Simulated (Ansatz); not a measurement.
**BaTiO₃, a database entry at a rescaled volume**

```
Ba Ti O
1.0
     4.05895    0.00000    0.00000
     0.00000    4.05895    0.00000
     0.00000    0.00000    4.07742
Ba Ti O
1 1 3
Direct
  0.00000 0.00000 0.00000
  0.50000 0.50000 0.50000
  0.50000 0.50000 0.00000
  0.50000 0.00000 0.50000
  0.00000 0.50000 0.50000
```

The numbers come from plane-wave PAW DFT (Ansatz): r2SCAN, spin-orbit coupling, 500 eV, 6×6×6 Γ-centred k points, cold occupations (width 0.1015 eV). Nothing was relaxed.

The state carries no moments; the state need not be the lowest.

**Charges.** Bader charges in e: Ba +1.59, Ti +2.32, O -1.30. In the mean Ti gives up most and O takes most.
**Band edges.** Within 0.7 eV of the edges, the states project mainly on O p (95 %) below the gap and on Ti d (90 %) above it.
**Stress.** The pressure is -8.5 GPa (compression positive), so with the atoms held at these fractions the cell would first shrink.
**Electronic structure.** The gap is 2.02 eV, indirect (the least direct gap found is 2.14 eV). A semilocal functional usually gives too small a gap.

Origin: a database entry at a rescaled volume.
